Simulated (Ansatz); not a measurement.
Problem. Name crystals whose computed values (LDA in the plane-wave PAW code Ansatz) fall in these windows: Θ_D (K) 41 to 50; G_Hill (GPa) 0.75 to 1.1.

Solution. 

| crystal | Θ_D (K) | G_Hill (GPa) |
|---|---|---|
| Cs, bcc (W type) | 45.6 | 0.9 |
Others may fit too.

Relaxed far from the usual cell of the phase: Cs, bcc (W type). The cell was relaxed under the symmetry of its start. Scalar-relativistic: spin–orbit coupling is off unless named, which matters more the heavier the elements.

Potentials: the later of the program's two PAW sets.
